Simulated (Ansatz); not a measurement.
SnO2 (rutile, P4_2/mnm), plane-wave PAW PBE (Ansatz code). The conduction-band minimum lies at Γ, with 1 equivalent valley. Second derivatives d²E/dk² of the lowest band at one valley (eV·Å²), along Cartesian directions:

```tsv
direction	d²E/dk²
[100]	44.81
[010]	44.81
[001]	48.55
[110]	44.87
[101]	46.69
[011]	46.69
```

### Question
Find the principal effective masses, the density-of-states mass and the conductivity mass.

### Answer
Off-diagonal terms follow from H_xy = H[110] − (H_xx + H_yy)/2, and m*/mₑ = 7.620 eV·Å² over each eigenvalue: 0.16, 0.17, 0.17. One valley's DOS mass (m₁m₂m₃)^(1/3) = 0.17, conductivity mass 3/(Σ 1/mᵢ) = 0.17 mₑ.

### Question
What effective density of states Nc follows at 300 K for parabolic valleys?

### Answer
Nc = 2.509e19 × 1 × (0.17)^(3/2) ≈ 1.8e18 cm⁻³.

The PBE relaxation kept the symmetry of its start. Scalar-relativistic: spin–orbit coupling is off unless named, which matters more the heavier the elements.

Potentials: the later of the program's two PAW sets.

Edges and masses are those of Kohn–Sham bands, whose gap is no quasiparticle gap.
